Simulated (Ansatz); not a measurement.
Cu:
```xyz
4
Lattice="2.4823 0.0000 0.0000 -1.2412 2.1498 0.0000 0.0000 0.0000 8.1623" Properties=species:S:1:pos:R:3 pbc="T T T"
Cu     0.0000     0.0000     0.0000
Cu     0.0000     0.0000     4.0812
Cu     0.0000     1.4332     2.0406
Cu     1.2412     0.7166     6.1217
```

Relaxed with LDA.

Q: Which orbitals make up the states near the Fermi level in DFT-LDA in the program Ansatz with PAW potentials?

A: Within 0.5 eV of the Fermi level: Cu 4s 41 %, Cu 3d 35 %, outside the projected shells 23 %. Projections are on Löwdin-orthogonalised atomic valence shells; empty p or d shells of many metals are not among them.

Q: Tabulate the density of states.

A: States/eV per cell of 4 atoms, in 0.25 eV bins, energy from the Fermi level.

| E (eV) | total | Cu 3d | Cu 4s | Cu 3p |
|---|---|---|---|---|
| -7.85 | 0.49 | 0.03 | 0.46 | 0.00 |
| -7.60 | 0.54 | 0.04 | 0.49 | 0.00 |
| -7.35 | 0.59 | 0.06 | 0.53 | 0.00 |
| -7.10 | 0.66 | 0.09 | 0.56 | 0.00 |
| -6.85 | 0.73 | 0.12 | 0.60 | 0.00 |
| -6.60 | 0.83 | 0.18 | 0.64 | 0.01 |
| -6.35 | 0.97 | 0.27 | 0.69 | 0.01 |
| -6.10 | 1.17 | 0.42 | 0.74 | 0.01 |
| -5.85 | 1.55 | 0.72 | 0.81 | 0.01 |
| -5.60 | 2.62 | 1.66 | 0.93 | 0.01 |
| -5.35 | 3.83 | 2.89 | 0.91 | 0.01 |
| -5.10 | 4.79 | 4.00 | 0.75 | 0.01 |
| -4.85 | 5.80 | 5.19 | 0.56 | 0.01 |
| -4.60 | 8.67 | 8.31 | 0.29 | 0.01 |
| -4.35 | 7.54 | 7.30 | 0.13 | 0.01 |
| -4.10 | 7.09 | 6.84 | 0.12 | 0.01 |
| -3.85 | 8.91 | 8.50 | 0.25 | 0.01 |
| -3.60 | 12.30 | 11.82 | 0.27 | 0.01 |
| -3.35 | 11.29 | 10.83 | 0.27 | 0.01 |
| -3.10 | 15.22 | 14.70 | 0.35 | 0.01 |
| -2.85 | 11.39 | 10.96 | 0.27 | 0.00 |
| -2.60 | 9.01 | 8.71 | 0.18 | 0.00 |
| -2.35 | 11.49 | 11.23 | 0.16 | 0.00 |
| -2.10 | 11.29 | 11.06 | 0.15 | 0.00 |
| -1.85 | 16.57 | 16.35 | 0.18 | 0.00 |
| -1.60 | 10.18 | 9.86 | 0.28 | 0.00 |
| -1.35 | 1.61 | 1.19 | 0.36 | 0.00 |
| -1.10 | 1.44 | 0.92 | 0.43 | 0.00 |
| -0.85 | 1.35 | 0.74 | 0.47 | 0.00 |
| -0.60 | 1.32 | 0.63 | 0.50 | 0.00 |
| -0.35 | 1.26 | 0.52 | 0.51 | 0.00 |
| -0.10 | 1.23 | 0.45 | 0.51 | 0.00 |
| 0.15 | 1.20 | 0.37 | 0.50 | 0.00 |
| 0.40 | 1.09 | 0.31 | 0.47 | 0.00 |
| 0.65 | 1.02 | 0.26 | 0.44 | 0.00 |
| 0.90 | 1.00 | 0.22 | 0.42 | 0.00 |
| 1.15 | 1.00 | 0.19 | 0.41 | 0.00 |
| 1.40 | 0.97 | 0.17 | 0.38 | 0.00 |
| 1.65 | 0.99 | 0.15 | 0.37 | 0.00 |
| 1.90 | 0.99 | 0.14 | 0.36 | 0.00 |
| 2.15 | 0.95 | 0.12 | 0.33 | 0.00 |
| 2.40 | 0.90 | 0.10 | 0.30 | 0.00 |
| 2.65 | 0.83 | 0.08 | 0.26 | 0.00 |
| 2.90 | 0.80 | 0.07 | 0.24 | 0.00 |
| 3.15 | 0.75 | 0.06 | 0.21 | 0.00 |
| 3.40 | 0.67 | 0.05 | 0.18 | 0.00 |
| 3.65 | 0.60 | 0.04 | 0.15 | 0.00 |
| 3.90 | 0.59 | 0.04 | 0.14 | 0.00 |
| 4.15 | 0.61 | 0.04 | 0.19 | 0.00 |
| 4.40 | 0.58 | 0.04 | 0.21 | 0.00 |
| 4.65 | 0.48 | 0.03 | 0.19 | 0.00 |

Space group P6_3/mmc (dhcp (α-La type)). The workflow started from a Materials Project entry (that database holds measured and hypothetical structures alike); the Crystallography Open Database copy checked does not list it. It is not the phase usual at ambient conditions (space group No. 225). The LDA relaxation kept the symmetry of its start; whether a distortion lowers the energy is not shown. The run is not spin-polarised.

Potentials: the later of the program's two PAW sets.
